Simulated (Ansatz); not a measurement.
**K4NaP2: reading a single point**

```yaml
crystal:
  lattice:
    - [2.86069, 4.95486, 0.00000]
    - [-2.86069, 4.95486, 0.00000]
    - [0.00000, -3.30324, 8.66159]
  atoms:
    - { symbol: Na, position: [0.00000, 0.00000, 0.00000] }
    - { symbol: K, position: [0.37615, 0.37615, 0.12845] }
    - { symbol: K, position: [0.62385, 0.62385, 0.87155] }
    - { symbol: P, position: [0.07985, 0.07985, 0.23955] }
    - { symbol: P, position: [0.92015, 0.92015, 0.76045] }
    - { symbol: K, position: [0.20833, 0.20833, 0.62499] }
    - { symbol: K, position: [0.79167, 0.79167, 0.37501] }
```

The numbers come from plane-wave PAW DFT (Ansatz): Hartree-Fock, no spin polarisation, 420 eV, 4×4×4 Γ-centred k points, gaussian occupations (width 0.0432 eV). Nothing was relaxed.

(1) Which atom feels the largest force, and which way?

(2) Is there a gap?

(3) Is the cell too large or too small?

(4) Which element gives electrons and which takes them?

Origin: a known structure type with other elements, at an estimated volume, so it need not be a known compound. Caveats: the k mesh is coarse if the cell is a metal; atoms or cell far from equilibrium; the exchange threshold is loose for a stress; the SCF threshold is loose for a stress.

Run time, from the program's own first density: 4.9 min on 2 threads of Arm Neoverse V1, with other jobs on the host, peak memory 4.3 GiB. The time holds forces, stress, Bader, DOS, ELF.

Results:

(1) The largest is on P5 (and as large on other atoms): 4.94 eV/Å, components (0.00, 0.00, -4.94). It makes 180° with the line to a nearest neighbour, Na1 at 2.07 Å, pointing away from it.

(2) It is a metal, with about 0.93 states/eV a cell as the mean within 0.25 eV of the Fermi level, mostly P p (89 %).

(3) The pressure is 6.0 GPa (compression positive), so with the atoms held at these fractions the cell would first expand; the forces are large, so a full relaxation may end otherwise. The principal stresses 1.0, 1.0, 15.9 GPa differ, so its shape would change too.

(4) Bader charges in e: K +0.79, Na +0.65, P -1.90. In the mean K gives up most and P takes most.
